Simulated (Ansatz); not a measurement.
SnSe2 (CdI2 type)

```yaml
crystal:
  lattice:
    - [3.82584, 0.00000, 0.00000]
    - [-1.91292, 3.31327, 0.00000]
    - [0.00000, 0.00000, 6.23092]
  atoms:
    - { symbol: Sn, position: [0.00000, 0.00000, 0.00000] }
    - { symbol: Se, position: [0.33333, 0.66667, 0.25294] }
    - { symbol: Se, position: [0.66667, 0.33333, 0.74706] }
```

The slice is a (0001) plane (indices of the conventional cell) through the point (0.667, 0.333, 0.747) (fractional), spanned by u = [110] and v = [1 -1 0] in vectors of this cell: u (3.83 Å) and v (6.63 Å, at 90° to u). It covers one period; positions are fractions (u, v).

Level of theory: r2SCAN+rVV10 (plane waves to 500 eV, PAW, scalar-relativistic; Ansatz, an electronic-structure program). k mesh 10×10×6. Inside the PAW spheres the values are not all-electron values, and peaks at nuclei hang on which shells count as valence. SnSe2 was relaxed with its symmetry unable to fall.

Sketch the electron localisation function (ELF) on this plane as a map.


```
v \ u  0.00  0.17  0.33  0.50  0.67  0.83
-----  ----  ----  ----  ----  ----  ----
0.94      x  0.79  0.63  0.11  0.63  0.79
0.84   0.73  0.69  0.29  0.12  0.29  0.69
0.75   0.18  0.08  0.13  0.29  0.13  0.08
0.66   0.02  0.18  0.69  0.79  0.69  0.18
0.56   0.04  0.57  0.76     x  0.76  0.57
0.47   0.09  0.65  0.75     x  0.75  0.65
0.38   0.12  0.44  0.77  0.77  0.77  0.44
0.28   0.16  0.11  0.24  0.45  0.24  0.11
0.19   0.71  0.53  0.07  0.02  0.07  0.53
0.09   0.72  0.77  0.49  0.03  0.49  0.77
0.00      x  0.72  0.65  0.07  0.65  0.72
```

Values: electron localisation function (ELF). Points within 0.5 Å of a nucleus are blanked (x), as the pseudised field means little there.
